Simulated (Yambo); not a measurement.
Quantum ESPRESSO input (LDA, PseudoDojo standard norm-conserving files, scalar-relativistic) whose wavefunctions are converted with p2y:

```
&CONTROL
  calculation = 'nscf'
  pseudo_dir = './pseudo'
  outdir = './out'
/
&SYSTEM
  ibrav = 0
  nat = 2
  ntyp = 2
  ecutwfc = 84.0
  ecutrho = 336.0
  occupations = 'fixed'
  force_symmorphic = .true.
  nbnd = 74
/
&ELECTRONS
  conv_thr = 2e-09
  diago_full_acc = .true.
  diago_thr_init = 1e-08
/
ATOMIC_SPECIES
O 15.9990 O.upf
Mg 24.3050 Mg.upf
CELL_PARAMETERS angstrom
  0.000000000000   2.079906398000   2.079906398000
  2.079906398000   0.000000000000   2.079906398000
  2.079906398000   2.079906398000   0.000000000000
ATOMIC_POSITIONS crystal
O   0.500000000000   0.500000000000   0.500000000000
Mg   0.000000000000   0.000000000000   0.000000000000
K_POINTS automatic
4 4 4 0 0 0
```

Yambo's initialisation report on symmetry, reciprocal space, the k grid and the gaps on this mesh:

```
  [02.02] Symmetries
  ==================

  Inversion symmetry    : yes
  Spatial inversion     : yes
  Inversion index       :  25
  K-space Time-reversal : no
  Magnetic symmetries   : no
  Group table correct   : yes
  Symmetries units      :  [cc]

  [02.03] Reciprocal space
  ========================

  nG shells         :  177
  nG charge         :  12627
  nG WFs            :  2055
  nC WFs            :  1604
  G-vecs. in first 17 shells:  [ Number ]
     1    9   15   27   51   59   65   89  113
    137   169   181   229   259   283   307   331
  ...
  Shell energy in first 17 shells:  [ mHa ]
    0.00000      958.309      1277.75      2555.49      3513.80      3833.24      5110.98      6069.29      6388.73
    7666.47      8624.78      10222.0      11180.3      11499.7      12777.5      13735.8      14055.2
  ...

  [02.04] K-grid lattice
  ======================

  Compatible Grid is   : 3D
  Base K vectors       :  K_min[ 1 ]  K_min[ 2 ]  K_min[ 3 ]
  K_min[ 1 ] :  0.000000  0.250000  0.000000 [rlu]
  K_min[ 2 ] :  0.250000  0.000000  0.000000 [rlu]
  K_min[ 3 ] :  0.000000  0.000000  0.250000 [rlu]
  Grid dimensions      :   4   4   4
  K lattice UC volume  :  0.031916 [a.u.]

  IBZ K-points                                      :   8
  BZ  K-points                                      :   64

  K/Q-points units:
  rlu = crystal or reduced units; cc = cartesian coordinates; iku = interal k-units

  K [1]          [rlu]:  0.000000  0.000000  0.000000
         WF components:  1591
  K [2]          [rlu]:  0.000000  0.000000  0.250000
         WF components:  1573
  K [3]          [rlu]:  0.000000  0.000000 -0.500000
         WF components:  1568
  K [4]          [rlu]:  0.000000  0.250000  0.250000
         WF components:  1587
  K [5]          [rlu]:  0.000000  0.250000 -0.500000
         WF components:  1586
  K [6]          [rlu]:  0.000000  0.250000 -0.250000
         WF components:  1564
  K [7]          [rlu]:  0.000000 -0.500000 -0.500000
         WF components:  1588
  K [8]          [rlu]:  0.250000 -0.500000 -0.250000
         WF components:  1604

  [02.05] Energies & Occupations
  ==============================

  [X] === General ===
  [X] Electronic Temperature                        :  0.000000  0.000000 [eV K]
  [X] Bosonic    Temperature                        :  0.000000  0.000000 [eV K]
  [X] Finite Temperature mode                       : no
  [X] El. density                                   :  0.88912E+24 [cm-3]
  [X] Fermi Level                                   :  8.160306 [eV]

  [X] === Gaps and Widths ===
  [X] Conduction Band Min                           :  5.065488 [eV]
  [X] Valence Band Max                              :  0.000000 [eV]
  [X] Filled Bands                                  :   8
  [X] Empty Bands                                   :    9   74
  [X] Direct Gap                                    :  5.065488 [eV]
  [X] Direct Gap localized at k                     :  1
  [X] Indirect Gap                                  :  5.065488 [eV]
  [X] Indirect Gap between kpts                     :  1  1
  [X] Last valence band width                       :  1.862136 [eV]
  [X] 1st conduction band width                     :  6.676915 [eV]
```
The gaps are LDA values on this mesh alone; only operations without fractional translations are kept.

Geometry relaxed with LDA.
